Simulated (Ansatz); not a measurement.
Input file for Ansatz (a quantum-chemistry and plane-wave program):

Ansatz 0.2 input:
```yaml
crystal:
  lattice:
    - [4.1404081919, 0.0, 0.0]
    - [0.0, 4.1404081919, 0.0]
    - [0.0, 0.0, 4.1404081919]
  atoms:
    - { symbol: Cs, position: [0.0, 0.0, 0.0] }
    - { symbol: Cl, position: [0.5, 0.5, 0.5] }
kpoints:
  mp_grid: { grid: [7, 7, 7] }
hamiltonian:
  xc: r2scan
  pseudopotentials: { kind: paw }
scf:
  occupations: { method: fixed }
checkpoint: { read: static.run }
output: { write_density: true, elf: true, volumetric_format: npy }
basis: { fft_grid_basis: typed }
```

Output (shortened):

```
Pseudopotential: Cs, paw, valence charge 9
Pseudopotential: Cl, paw, valence charge 7
Functional definition: r2SCAN
Crystal: 2 atoms, lattice volume = 70.979 Å³
Basis set: ecut = 500 eV, 1791 PW (Γ), exchange–correlation on 128×128×128 points (64 copies of the dense FFT grid, shifted against one another)
Bands: 12, of which v1, the nominal top of the filled ones, is band 8 counted from 1 (7 counted from 0)
Symmetry: 48 space group operations
Space group: Pm-3m (ITA 221), of the structure as read, at distance tolerance 4.1e-5 Å
k-points: 20 of 343
Stability of the state it starts from, as read at its close in the unpolarized treatment …
iter 1 solved again at ethr=5.82e-7 eV; its pass at ethr=3.10e-3 eV (dr2=9.31e-5 eV) is discarded
SCF iter   1: F=—  HF=-6773.938588 eV  |F-HF|=—  |Δ(HF+E_count)|=         —  Δρ=8.20e-7  dr2=7.60e-10  dr2_τ=5.25e-11  ethr=5.82e-7  ⟨swp⟩=3.2  Hψ=2029  notcnv=0  defer=39
preconditioner: auto → none
SCF iter   2: F=-6773.938588 eV  HF=-6773.938588 eV  |F-HF|=7.00e-10  |Δ(HF+E_count)|=   8.34e-8  Δρ=8.98e-7  dr2=9.16e-10  dr2_τ=1.36e-10  ethr=4.75e-12  ⟨swp⟩=8.7  Hψ=1529  notcnv=0
SCF 1 converged in 2 iterations: F = -6773.938588 eV  dr2 = 9.16e-10
SCF converged after 2 iterations
Free energy (F): -6773.938588 eV
Harris-Foulkes:  -6773.938588 eV  (|F-HF|=7.00e-10)
Internal energy: -6773.938588 eV  (E = F + TS)
E sigma→0 (E₀):  -6773.938588 eV
Fermi energy:    2.533050 eV
--- Per-component energies (eV) ---
  E_band       = -64.727754
  E_kinetic    = 304.128125
  E_local      = -430.259194  (includes V_loc(G=0)·N_el)
  E_nonlocal   = 57.471919
  E_hartree    = 139.666927
  E_xc         = -267.962165
  E_vxc        = -274.186059  (∫ρ·V_xc dr)
  E_paw        = -5759.793864  (= ΣΔE_a)
  E_vpaw       = -15.038403  (= ΣTr[D̂ρ^β])
  E_aug_tail   = 0.000038  (compensation charges beyond the density's cutoff)
  E_vtau       = 13.821532  (kinetic-family band-sum trace: ∫τ·v_τ [+ j·A + Jᵃ·Aᵃ] dr)
  E_ewald      = -817.103846
  E_core_change = -0.086528  (= ΣΔE_core)
  E_smearing   =  0.000000  (= −TS)
  E_closure    =  0.000000  (closes the sum)
  Σ components = -6773.938588   (vs F -6773.938588, Δ=0.00e0)
  [band-id]    e_kinetic+e_local+e_nonlocal+2·e_hartree+e_vxc+e_vpaw+e_augmentation_tail+e_vtau = -64.728188   (vs E_band -64.727754, Δ=-4.34e-4)
--- Band table (eV; the first three rows and the last of 20) ---
  k-point 0: bands = ["-17.3470", "-10.1693", "-3.4805", "-3.4805", "-3.4805", "2.5331", "2.5331", "2.5331", "8.4460", "8.4460", "8.5433", "13.2392"]
  k-point 1: bands = ["-17.3316", "-10.1765", "-3.5893", "-3.4554", "-3.4554", "2.2832", "2.4931", "2.4931", "8.5831", "8.8907", "9.0467", "13.0520"]
  k-point 2: bands = ["-17.2965", "-10.1943", "-3.8136", "-3.3975", "-3.3975", "1.7971", "2.4003", "2.4003", "8.9606", "9.8372", "10.4042", "12.7963"]
  k-point 19: bands = ["-17.1375", "-10.0199", "-4.0057", "-3.9853", "-3.9853", "1.5361", "1.5361", "1.6325", "11.2071", "11.6050", "11.6050", "13.2560"]
```

Cost: very roughly 4 core-seconds on shared cores.

The r²SCAN relaxation kept the symmetry of its start. Spin–orbit coupling is left out wherever it is not named.

Potentials: the later of the program's two PAW sets.

Ansatz is a plane-wave DFT program.
